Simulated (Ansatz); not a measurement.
**In (I4/mmm) as a metal**

```yaml
crystal:
  lattice:
    - [-1.59463, 1.59463, 2.51081]
    - [1.59463, -1.59463, 2.51081]
    - [1.59463, 1.59463, -2.51081]
  atoms:
    - { symbol: In, position: [0.00000, 0.00000, 0.00000] }
```

Unless marked otherwise, the numbers come from PBEsol, all-electron LAPW in Ansatz 0.2.0, scalar-relativistic. k mesh 16×16×16, fine mesh 24×24×24, Fermi-Dirac smearing of 0.050 eV, basis error target 1 meV/atom. The cell was relaxed by PAW under this functional.

Levels and slopes are solved on a 24×24×24 mesh, and each state is taken as quadratic over its cell.

Q: What is the density of states at the Fermi level, and which bare Sommerfeld coefficient follows?

A: N(E_F) = 0.425 states/eV/atom (both spins), so γ = (π²/3) k_B² N(E_F) = 1 mJ/(mol-atom K²) without electron-phonon or spin-fluctuation enhancement.

Q: What Drude plasma energy and σ/τ do the band velocities give?

A: (ħω_p,α)² = (e²/ε₀VN_k) Σ_nkσ (∂E/∂k_α)² δ(E − E_F) gives ħω_p = (10.60, 10.60, 10.64) eV along x, y, z, and σ/τ = ε₀ω_p² = 23×10²⁰ Ω⁻¹m⁻¹s⁻¹ along x. Weighted by the density of states, the mean Fermi speed is 1.57×10⁶ m/s; the surface has an area of 21.3 Å⁻² for each spin direction.

Q: Which bands cross the Fermi level, and what do they carry?

A: 

```tsv
band	filled part	N (states/eV/cell)	speed (10⁶ m/s)	5th to 95th percentile	area (Å⁻²)	filling
1	0.49	0.357	1.63	0.95 to 1.92	18.6	partly filled
2	0.01	0.0676	1.24	0.46 to 1.74	2.68	nearly empty
```

Q: Map the plane k₃ = 0 of the mesh: how many bands lie under the Fermi level at each point, counted from the least on the plane?

A: k₁ runs to the right and k₂ upwards, each from −½ to ½ with 0 in the middle (the axes needn't be at right angles):
```
110000011111111111111111
100000000111111111111111
000000000001111111111111
000000000000000111110111
100000000000000000001111
100000000000000000001111
110000000000000000001111
110000000000000000001111
111000000000000000001111
111000000000000000000111
111100000000000000000111
111100000000000000000111
111100000000000000000111
111100000000000000000011
111110000000000000000011
111110000000000000000001
111110000000000000000001
111110000000000000000000
111110000000000000000000
011101111100000000000000
011111111111110000000000
111111111111111100000000
111111111111111111000001
111001111111111111110011
```

Q: On PAW files the program sums the optical response inside the mesh cells, interband lines and its own Drude term. Where does ε₁ rise through zero (a sharp plasmon if ε₂ is small there), and how much light is reflected?

A: 

```
Fine mesh                         : 24, 24, 24
Window top                        : 25 eV
Line width                        : 0.1 eV
Drude damping                     : 0.1 eV
ε₁ rises through zero at x        : 10.76 eV
ε₂ there x                        : 0.07
ε₁ rises through zero at z        : 10.73 eV
ε₂ there z                        : 0.07
Plasma energy (x, y, z)           : 10.56, 10.56, 10.61 eV
Reflectivity at 1 eV, x-polarised : 0.9233
Reflectivity at 2 eV, x-polarised : 0.9028
Reflectivity at 3 eV, x-polarised : 0.9025
```

The plasma energy here is the program's own sum at the run's smearing; it differs from the value above by up to 0 %, through mesh and smearing.

Q: What does PAW give for the same cell?

A: N(E_F) = 0.425 states/eV/atom and ħω_p,x = 10.60 eV.

Known limits: filled d bands lie too high at this level, so their transitions start too early; these sums move with the mesh, by several per cent and more for small sheets; frozen-core PAW files fitted under PBE, their cores solved anew for the functional of the run.
